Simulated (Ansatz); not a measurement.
TePb4Se3: relaxed-ion elastic tensor

Theory: DFT PBE, scalar-relativistic, plane waves, PAW in Ansatz. Cutoff 420 eV, 6×6×6 k-points (Γ-centred), fixed occupations. No spin polarisation.

The cell, relaxed at this level:
```xyz
8
Lattice="6.3177 0.0000 0.0000 0.0000 6.3177 0.0000 0.0000 0.0000 6.3177" Properties=species:S:1:pos:R:3 pbc="T T T"
Te    3.1588    3.1588    3.1588
Pb    0.0000    0.0000    0.0000
Pb    3.1588    0.0000    3.1588
Pb    0.0000    3.1588    3.1588
Pb    3.1588    3.1588    0.0000
Se    0.0000    3.1588    0.0000
Se    3.1588    0.0000    0.0000
Se    0.0000    0.0000    3.1588
```

It was reached by relaxing an invented guess, and it needn't be the stable form of this composition. Spin–orbit coupling is left out, which matters for heavy elements.

Problem. Give the relaxed-ion elastic constants (GPa, Voigt order xx yy zz yz xz xy, on the Cartesian axes of the cell above).

Solution.
C11 = 111.9, C12 = 10.1, C13 = 10.1, C22 = 111.9, C23 = 10.1, C33 = 111.9, C44 = 16.1, C55 = 16.1, C66 = 16.1 GPa; the others vanish.

Problem. Is the crystal stable against homogeneous strain?

Solution. Yes: the least eigenvalue of the tensor is 16.1 GPa.

Problem. And the moduli of a polycrystal (Hill averages)?

Solution. B = 44 GPa, G = 26 GPa, E = 65 GPa, ν = 0.25.
